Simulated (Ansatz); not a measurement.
Se:
```cif
data_Se3
_chemical_formula_sum 'Se3'
_space_group_name_H-M_alt 'P 1'
_space_group_IT_number 1
_cell_length_a 4.50578
_cell_length_b 4.50578
_cell_length_c 4.99121
_cell_angle_alpha 90.000
_cell_angle_beta 90.000
_cell_angle_gamma 120.000
loop_
_space_group_symop_operation_xyz
  'x, y, z'
loop_
_atom_site_label
_atom_site_type_symbol
_atom_site_fract_x
_atom_site_fract_y
_atom_site_fract_z
_atom_site_occupancy
Se1 Se 0.21710 0.00000 0.16667 1
Se2 Se 0.00000 0.21710 0.83333 1
Se3 Se 0.78290 0.78290 0.50000 1
```

Relaxed with r²SCAN.

Which orbitals make up the states near the band edges in r²SCAN (plane waves, PAW; program Ansatz)?

Top 1 eV of the valence band: Se 4p 96 %. Bottom 1 eV of the conduction band: Se 4p 88 %, Se 4s 7 %, outside the projected shells 5 %. Projections are on Löwdin-orthogonalised atomic valence shells; empty p or d shells of many metals are not among them.

Tabulate the density of states.

States/eV per cell of 3 atoms, in 0.25 eV bins, energy from the valence-band maximum.

| E (eV) | total | Se 4p | Se 4s |
|---|---|---|---|
| -7.87 | 0.00 | 0.00 | 0.00 |
| -7.62 | 0.00 | 0.00 | 0.00 |
| -7.37 | 0.00 | 0.00 | 0.00 |
| -7.12 | 0.00 | 0.00 | 0.00 |
| -6.87 | 0.00 | 0.00 | 0.00 |
| -6.62 | 0.00 | 0.00 | 0.00 |
| -6.37 | 0.00 | 0.00 | 0.00 |
| -6.12 | 0.00 | 0.00 | 0.00 |
| -5.87 | 0.13 | 0.13 | 0.00 |
| -5.62 | 1.48 | 1.44 | 0.02 |
| -5.37 | 1.48 | 1.43 | 0.03 |
| -5.12 | 3.21 | 3.10 | 0.08 |
| -4.87 | 4.23 | 4.03 | 0.16 |
| -4.62 | 2.86 | 2.68 | 0.15 |
| -4.37 | 1.78 | 1.65 | 0.12 |
| -4.12 | 1.59 | 1.46 | 0.12 |
| -3.87 | 1.40 | 1.28 | 0.11 |
| -3.62 | 1.73 | 1.58 | 0.13 |
| -3.37 | 3.48 | 3.19 | 0.25 |
| -3.12 | 0.56 | 0.51 | 0.04 |
| -2.87 | 0.09 | 0.08 | 0.01 |
| -2.62 | 1.04 | 0.96 | 0.07 |
| -2.37 | 1.45 | 1.36 | 0.07 |
| -2.12 | 2.16 | 2.05 | 0.08 |
| -1.87 | 3.06 | 2.89 | 0.12 |
| -1.62 | 3.61 | 3.44 | 0.12 |
| -1.37 | 2.95 | 2.84 | 0.07 |
| -1.12 | 2.11 | 2.05 | 0.03 |
| -0.87 | 2.80 | 2.73 | 0.04 |
| -0.62 | 2.74 | 2.65 | 0.06 |
| -0.37 | 1.38 | 1.31 | 0.05 |
| -0.12 | 0.69 | 0.64 | 0.03 |
| 0.13 | 0.00 | 0.00 | 0.00 |
| 0.38 | 0.00 | 0.00 | 0.00 |
| 0.63 | 0.00 | 0.00 | 0.00 |
| 0.88 | 0.00 | 0.00 | 0.00 |
| 1.13 | 0.00 | 0.00 | 0.00 |
| 1.38 | 0.02 | 0.02 | 0.00 |
| 1.63 | 0.79 | 0.69 | 0.06 |
| 1.88 | 2.99 | 2.62 | 0.22 |
| 2.13 | 3.21 | 2.81 | 0.21 |
| 2.38 | 3.10 | 2.73 | 0.18 |
| 2.63 | 2.71 | 2.43 | 0.11 |
| 2.88 | 3.84 | 3.49 | 0.12 |
| 3.13 | 2.66 | 2.45 | 0.08 |
| 3.38 | 2.20 | 2.03 | 0.06 |
| 3.63 | 1.30 | 1.21 | 0.03 |
| 3.88 | 0.97 | 0.91 | 0.02 |
| 4.13 | 0.22 | 0.20 | 0.00 |
| 4.38 | 0.00 | 0.00 | 0.00 |
| 4.63 | 0.00 | 0.00 | 0.00 |
| 4.88 | 0.00 | 0.00 | 0.00 |
| 5.13 | 0.00 | 0.00 | 0.00 |
| 5.38 | 0.00 | 0.00 | 0.00 |
| 5.63 | 0.00 | 0.00 | 0.00 |
| 5.88 | 0.00 | 0.00 | 0.00 |
| 6.13 | 0.21 | 0.01 | 0.00 |

Space group P3_221. The workflow started from an entry of the Crystallography Open Database (COD), which files this formula under 4 space groups. It is not the phase usual at ambient conditions (space group No. 152). The cell was relaxed with r²SCAN under the symmetry of its start; its stability against distortions is not shown here. A crystal of weakly bound chains computed without a dispersion correction: the cell and the soft elastic constants depend strongly on that. Spin–orbit coupling is left out wherever it is not named.

Potentials: the later of the program's two PAW sets.
